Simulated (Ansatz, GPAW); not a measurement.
# ScSi2: programs and potentials compared

```
CELL_PARAMETERS angstrom
3.66000 0.00000 0.00000
-1.83000 3.16965 0.00000
0.00000 0.00000 3.87000
ATOMIC_POSITIONS crystal
Sc 0.00000 0.00000 0.00000
Si 0.66667 0.33333 0.50000
Si 0.33333 0.66667 0.50000
```

Alike in all runs: task single point; functional PBE; k mesh 8 × 8 × 7; occupations fermi-dirac, width 0.05 eV; no spin polarisation; no spin-orbit coupling. Pressure is positive in compression and, in plane waves, holds the error of the finite cutoff, which Ansatz's Pulay term estimates and takes out.

```json
{"program and potentials": "Ansatz, Ansatz PAW", "plane-wave cutoff (eV)": "420", "notes": "Pulay term of +0.04 GPa included", "pressure (GPa)": "25.15"}
{"program and potentials": "GPAW, GPAW PAW data sets (gpaw-data 1.2.1)", "plane-wave cutoff (eV)": "600", "notes": "-", "pressure (GPa)": "25.50"}
{"program and potentials": "Ansatz, JTH PAW", "plane-wave cutoff (eV)": "1350", "notes": "-", "pressure (GPa)": "25.07"}
{"program and potentials": "Ansatz, Ansatz PAW (files of its older set among them)", "plane-wave cutoff (eV)": "610", "notes": "-", "pressure (GPa)": "25.12"}
{"program and potentials": "Ansatz, SPMS NC", "plane-wave cutoff (eV)": "544", "notes": "Pulay term of +0.14 GPa included", "pressure (GPa)": "24.88"}
{"program and potentials": "Ansatz, PseudoDojo stringent (PBE files)", "plane-wave cutoff (eV)": "1061", "notes": "Pulay term of +0.02 GPa included", "pressure (GPa)": "24.89"}
```

The pressure spans 24.88 (Ansatz, SPMS NC) to 25.50 GPa (GPAW, GPAW PAW data sets (gpaw-data 1.2.1)). The cell lies far from this level's equilibrium.

Differences between rows come from potentials, basis sets and numerical settings, since the functional is the same but for its coding. Runs on potential files found faulty are left out.
